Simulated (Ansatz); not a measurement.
# CaMg: phonons across the zone

The calculation used DFT PBEsol, scalar-relativistic, plane waves, PAW (Ansatz). Plane waves to 420 eV; Γ-centred k mesh 12×12×12; Fermi-Dirac smearing of 0.15 eV. No spin polarisation. Phonons by linear response, acoustic sum rule imposed.

Relaxed structure:
```xyz
2
Lattice="3.9274 0.0000 0.0000 0.0000 3.9274 0.0000 0.0000 0.0000 3.9274" Properties=species:S:1:pos:R:3 pbc="T T T"
Ca    0.0000    0.0000    0.0000
Mg    1.9637    1.9637    1.9637
```

In a metal, frequencies and elastic constants depend on the k mesh and the smearing, soft modes and shear constants most.

Force constants from linear response on a 4×4×4 q mesh.

Path: Γ–X–M–Γ–R–X | R–M. Distance along the path (Å⁻¹), then the branches (cm⁻¹, negative for imaginary):
```
0.000  0 0 0 205 205 205
0.100  20 20 23 203 204 204
0.200  41 41 46 199 202 202
0.300  60 60 66 192 198 198
0.400  79 79 85 183 192 192
0.500  96 96 101 173 186 186
0.600  111 111 114 162 179 179
0.700  122 122 126 151 172 172
0.800  127 127 134 144 169 169
0.900  115 127 139 144 169 172
1.000  101 126 128 157 170 178
1.100  87 115 124 167 172 183
1.200  75 100 122 174 176 187
1.300  65 84 120 176 183 189
1.400  58 69 119 177 187 190
1.500  54 57 117 178 190 191
1.600  52 52 117 178 191 191
1.741  53 64 118 178 189 192
1.883  53 89 118 177 180 193
2.024  51 113 117 167 179 195
2.166  46 101 136 153 185 198
2.307  38 81 114 171 192 200
2.448  27 56 80 189 199 203
2.590  14 29 41 201 203 204
2.731  0 0 0 205 205 205
2.904  25 25 53 198 203 203
3.078  50 50 99 181 200 200
3.251  73 73 128 161 194 194
3.424  94 94 115 168 186 186
3.597  101 112 112 177 178 178
3.770  106 125 125 170 170 176
3.943  123 132 132 164 164 169
4.117  135 135 135 162 162 162
4.258  127 129 137 161 165 167
4.399  110 120 142 158 171 176
4.541  90 111 149 153 174 184
4.682  74 108 146 156 174 189
4.824  72 112 139 162 170 189
4.965  86 122 133 162 166 184
5.106  108 128 135 149 168 175
5.248  127 127 134 144 169 169
5.248  135 135 135 162 162 162
5.348  131 131 137 160 164 164
5.448  121 121 143 157 170 170
5.548  109 109 151 151 176 176
5.648  95 95 143 160 181 181
5.748  81 81 134 168 186 186
5.848  67 67 126 173 189 189
5.948  56 56 119 177 190 190
6.048  52 52 117 178 191 191
```

Whether CaMg exists in this form wasn't checked.

Cost: 1 run of about 11 core-minutes, on Intel Xeon 6975P-C (Granite Rapids) (shared hosts).